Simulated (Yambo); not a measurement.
Yambo run on ZnS (wurtzite, space group P6_3mc, No. 186). The wavefunctions are PBEsol (Quantum ESPRESSO, PseudoDojo norm-conserving, 84 Ry, without SOC) ones on a 6×6×2 mesh (26 occupied bands); a = b = 3.782 Å, c = 6.204 Å, α = β = 90.00°, γ = 120.00°.

Yambo input:

```
rim_cut
gw0
dyson
el_el_corr
HF_and_locXC
cohsex
em1s
RandQpts= 1000000
RandGvec= 1 Ry
EXXRLvcs= 84 Ry
VXCRLvcs= 336 Ry
Chimod= "HARTREE"
% BndsRnXs
 9 | 156 |
%
NGsBlkXs= 8 Ry
% LongDrXs
 1.0 | 1.0 | 1.0 |
%
ExtendOut
% QPkrange
 1 | 1 | 26 | 27 |
%
```

k points by index: 1 = Γ.

Table of the .qp output:

```
#    K-point    Band    Eo [eV]    E [eV]    E-Eo [eV]    Vxc [eV]    Vnlxc [eV]    Sc|Eo [eV]    Re(Z)    Im(Z)
#
    1    26    0.000000    -2.942287    -2.942287    -16.77415    -20.00618    0.289742    1.000000    0.000000
    1    27    2.162444    1.121089    -1.041354    -11.64613    -7.338678    -5.348807    1.000000    0.000000
```
(The two width columns are left out.) Convergence of these settings isn't established.

Geometry relaxed with PBEsol.
